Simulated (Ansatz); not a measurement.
Property card for Ir$_{3}$W

Ir₃W:
```cif
data_Ir6W2
_chemical_formula_sum 'W2 Ir6'
_space_group_name_H-M_alt 'P 1'
_space_group_IT_number 1
_cell_length_a 5.50760
_cell_length_b 5.50760
_cell_length_c 4.39763
_cell_angle_alpha 90.000
_cell_angle_beta 90.000
_cell_angle_gamma 120.000
loop_
_space_group_symop_operation_xyz
  'x, y, z'
loop_
_atom_site_label
_atom_site_type_symbol
_atom_site_fract_x
_atom_site_fract_y
_atom_site_fract_z
_atom_site_occupancy
W1 W 0.33333 0.66667 0.25000 1
W2 W 0.66667 0.33333 0.75000 1
Ir1 Ir 0.83362 0.66724 0.25000 1
Ir2 Ir 0.16638 0.83362 0.75000 1
Ir3 Ir 0.33276 0.16638 0.25000 1
Ir4 Ir 0.16638 0.33276 0.75000 1
Ir5 Ir 0.83362 0.16638 0.25000 1
Ir6 Ir 0.66724 0.83362 0.75000 1
```

Space group P6_3/mmc (No. 194); conventional cell a = b = 5.508 Å, c = 4.398 Å, α = β = 90.00°, γ = 120.00°.

Method: r²SCAN (plane waves, PAW; program Ansatz). Geometry: relaxed at this level of theory. Other levels are named where they apply.

Cell and energy:

* **Volume per atom**: 14.44 Å³
* **Density**: 21.86 g/cm³
* **Formation energy from the elements (no fitted shifts)**: -368 meV/atom

Electronic structure:

* **Electronic character**: metallic (no gap)
* **Density of states at the Fermi level**: 0.54 states/eV per atom (mean over ±0.08 eV)
* **Gap with spin–orbit coupling**: none (metallic)

Mechanics:

- Bulk modulus (Birch–Murnaghan fit) = 379 GPa
- Pressure derivative B′ = 4.8

Charges:

* **Bader charges**: W +1.34, Ir -0.45 e

The workflow started from an entry of the Crystallography Open Database (COD). Whether it is the stable phase at ambient conditions was not checked. The cell was relaxed with r²SCAN under the symmetry of its start; its stability against distortions is not shown here. The run is not spin-polarised. The volume moved by 44 % from the start of the relaxation. Axis ratios of metals converge slowly with the k-mesh, so a and c are less sure than the volume. The references are the lowest solids computed at this level, not always the standard phases. Scalar-relativistic: spin–orbit coupling is off unless named, which matters more the heavier the elements.

Potentials: the later of the program's two PAW sets.
